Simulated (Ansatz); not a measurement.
## Pressure gauges and gaskets: equation-of-state parameters at work

Bulk modulus and its pressure derivative give the pressure that a small compression needs; a soft, simple solid makes a sensitive pressure gauge, a stiff one a good anvil or seat.

The reference row is MgO. Hydrostatic compression by 3 % of the volume (V₀/V = 1.0309), no change of phase.

Levels of theory (Ansatz, a plane-wave PAW program): B₀, B₀′: r²SCAN, Birch–Murnaghan fit of energy against volume; volume per atom: r²SCAN, relaxed cell.

The figures follow from the printed values by these rules: linear estimate = B₀ × compression; P = (B₀/B₀′)[(V₀/V)^B₀′ − 1]; modulus under load = B₀ + B₀′P; relative pressure = P/P_ref.

| crystal | B₀ (GPa) | B₀′ | V (Å³/atom) | linear estimate (GPa) | Murnaghan pressure (GPa) | modulus there (GPa) | pressure (relative) |
|---|---|---|---|---|---|---|---|
| SrAg2Si2 (I4/mmm, tI10) | 77.3 | 4.9 | 20.20 | 2.3 | 2.537 | 89.7 | 0.47 |
| LaZn2Al2 (I4/mmm, tI10) | 80.5 | 4.4 | 19.76 | 2.4 | 2.621 | 92.0 | 0.48 |
| LaIr2Si2 (I4/mmm, tI10) | 146 | 6.0 | 17.66 | 4.4 | 4.875 | 175 | 0.90 |
| MgO (rock salt), reference | 167 | 4.1 | 9.29 | 5.0 | 5.413 | 189 | 1.00 |
| Pt2Ge (P-62m, hP9) | 187 | 6.7 | 15.47 | 5.6 | 6.313 | 229 | 1.17 |

Runs started from generated or typed cells of the structure named: MgO. Whether these are the forms stable at ambient conditions was not checked: SrAg2Si2 (I4/mmm, tI10); LaZn2Al2 (I4/mmm, tI10); LaIr2Si2 (I4/mmm, tI10). No claim is made that these are known or stable phases: Pt2Ge (P-62m, hP9). Spin–orbit coupling is left out unless named.

Worked for LaIr2Si2 (I4/mmm, tI10):

- linear estimate: 146 × 3/100 = 4.4 GPa
- P = (146/6.0) × (1.0309^6.0 − 1) = 4.875 GPa
- modulus there: 146 + 6.0 × 4.875 = 175 GPa
- relative pressure: 4.875/5.413 = 0.90

The steps for MgO:

linear estimate: 167 × 3/100 = 5.0 GPa; P = (167/4.1) × (1.0309^4.1 − 1) = 5.413 GPa; modulus there: 167 + 4.1 × 5.413 = 189 GPa.

Ranking by relative pressure, highest first: Pt2Ge (P-62m, hP9) (1.17 ± 0.059), MgO (1.00 ± 0.050), LaIr2Si2 (I4/mmm, tI10) (0.90 ± 0.045), LaZn2Al2 (I4/mmm, tI10) (0.48 ± 0.024) ≈ SrAg2Si2 (I4/mmm, tI10) (0.47 ± 0.024). The ± follows from allowances picked for this note (B₀ 5 %, B₀′ 0.4), carried to first order and added in quadrature, each row's own inputs moving alone; ≈ joins neighbours closer than their two ± added in quadrature.

B₀′ is the least certain number of such a fit, often by half a unit. Where several phases of a formula are at hand, those over 0.1 eV/atom above the lowest were not drawn (by r²SCAN where it compared them, else by the largest value; a layered or molecular lowest phase counts only with a dispersion term); other phases could lie lower still. The rows are a sample and no shortlist: familiar crystals first, some related and some not, whatever their agreement with measurement; tables with many equal figures were not kept. Limits of the draw: no layered crystals, B₀′ of 2 to 8; no unfamiliar magnets, and cubic perovskites only if shown or known to be stable. As a rule kept out of such tables: 4f compounds, open-shell compounds run without a Hubbard term, cells found unstable in the tests at hand, cells close to a higher symmetry, and runs set to a pressure or over 12 % in volume from the crystal's fullest run.
